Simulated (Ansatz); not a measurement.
Q: Name crystals whose computed values (PBE (plane waves, PAW; program Ansatz)) fall in these windows: electron conductivity mass (mₑ) 0.77 to 0.95; B₀ by P(V) fit (GPa) 45 to 63.

A: 

```json
[
 {"crystal": "LiF, P6_3/mmc (Li on 2d, F on 2c)", "electron conductivity mass (mₑ)": "0.86", "B₀ by P(V) fit (GPa)": "55.8"},
 {"crystal": "LiF, zinc blende", "electron conductivity mass (mₑ)": "0.82", "B₀ by P(V) fit (GPa)": "51.7"}
]
```
Others may fit too.

Typed or built starts, not in the databases checked: LiF, P6_3/mmc (Li on 2d, F on 2c); LiF, zinc blende. Not the usual ambient phase: LiF, P6_3/mmc (Li on 2d, F on 2c); LiF, zinc blende. All cells were relaxed under the symmetry of their starts (and spin orders); stability against distortions was not tested throughout.

Potentials: the earlier of the program's two PAW sets.
